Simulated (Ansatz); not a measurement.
Theory: Ansatz, DFT PBE, scalar-relativistic, plane waves, PAW, and for the lanthanide a 4f-in-core norm-conserving potential. All cells share a 690 eV cutoff and Γ-centred k meshes spaced about 0.3 Å⁻¹ or finer (0.25 for metals, 2π included). No spin polarisation.

These are static total energies at zero pressure.

Two forms of TmI₄ were relaxed alike.

A.

```
Tm I
1.0
     5.34940   -5.63813    0.00000
     5.34940    5.63813    0.00000
     0.00000    0.00000    4.02516
Tm I
1 4
Direct
  0.00000 0.00000 0.00000
  0.80496 0.19504 0.50000
  0.19504 0.80496 0.50000
  0.27983 0.27983 0.00000
  0.72017 0.72017 0.00000
```

B.

```
Tm I
1.0
     3.71328   -8.51787    0.00000
     3.71328    8.51787    0.00000
     0.00000    0.00000    7.01234
Tm I
2 8
Direct
  0.50000 0.50000 0.00000
  0.00000 0.00000 0.50000
  0.89466 0.68378 0.15586
  0.10534 0.31622 0.15586
  0.18378 0.39466 0.65586
  0.81622 0.60534 0.65586
  0.39466 0.18378 0.34414
  0.60534 0.81622 0.34414
  0.31622 0.10534 0.84414
  0.68378 0.89466 0.84414
```

Question: Which form is favoured at zero pressure, and by what margin per atom?

Answer: A is lower, by 34 meV/atom. A has space group Cmmm (No. 65), 48.6 Å³/atom and no gap on its mesh; B has space group Ccce (No. 68), 44.4 Å³/atom and no gap. Counting I atoms around Tm (those within 1.25 times the shortest such distance or 1.15 times the sum of covalent radii, 1.27 where that leaves under three; a plus sign parts nearer from farther groups), A has Tm 6 and B has Tm 4+4. Both come from trial cells of a structure search.

No dispersion correction is applied, so the spacing and binding between layers, chains or molecules are poorly described (Cmmm, Ccce), and this can change margins and order among such cells. Spin–orbit coupling, which can matter for I, is left out. In Cmmm an odd number of valence electrons (the lanthanide is held trivalent, its 4f shell in the core) allows no gap without spin; another valence of the lanthanide, a larger cell or a magnetic state could open one. A has imaginary phonons (to 38i cm⁻¹ on its k mesh, which matters in a metal), so it may be a saddle point. Other cells relaxed within their symmetry can be saddle points.

The lanthanide is trivalent by construction, without f bands, f moments or other valences.
